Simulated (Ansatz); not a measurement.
Ag (A15 (β-W type), Pm-3n) under volume change, plane-wave PAW PBE (Ansatz code), scaled uniformly.

```json
[
 {"V (Å³/atom)": "16.776", "E − E(relaxed) (meV/atom)": "48.6", "P (GPa)": "10.43"},
 {"V (Å³/atom)": "17.329", "E − E(relaxed) (meV/atom)": "20.1", "P (GPa)": "6.23"},
 {"V (Å³/atom)": "17.882", "E − E(relaxed) (meV/atom)": "4.7", "P (GPa)": "2.80"},
 {"V (Å³/atom)": "18.435", "E − E(relaxed) (meV/atom)": "0.0", "P (GPa)": "-0.01"},
 {"V (Å³/atom)": "18.988", "E − E(relaxed) (meV/atom)": "4.1", "P (GPa)": "-2.30"},
 {"V (Å³/atom)": "19.541", "E − E(relaxed) (meV/atom)": "15.4", "P (GPa)": "-4.16"},
 {"V (Å³/atom)": "20.094", "E − E(relaxed) (meV/atom)": "32.4", "P (GPa)": "-5.68"}
]
```

Problem. What does a third-order Birch–Murnaghan fit give for V₀, B₀ and B′?

Solution. V₀ = 18.43 Å³/atom, B₀ = 84.4 GPa, B′ = 5.8.

The start of the workflow was typed in or built on a structure type; neither database checked (COD, Materials Project) lists it. It is not the phase usual at ambient conditions (space group No. 225). The PBE relaxation kept the symmetry of its start; whether a distortion lowers the energy is not shown. The run is not spin-polarised.

Potentials: the later of the program's two PAW sets.
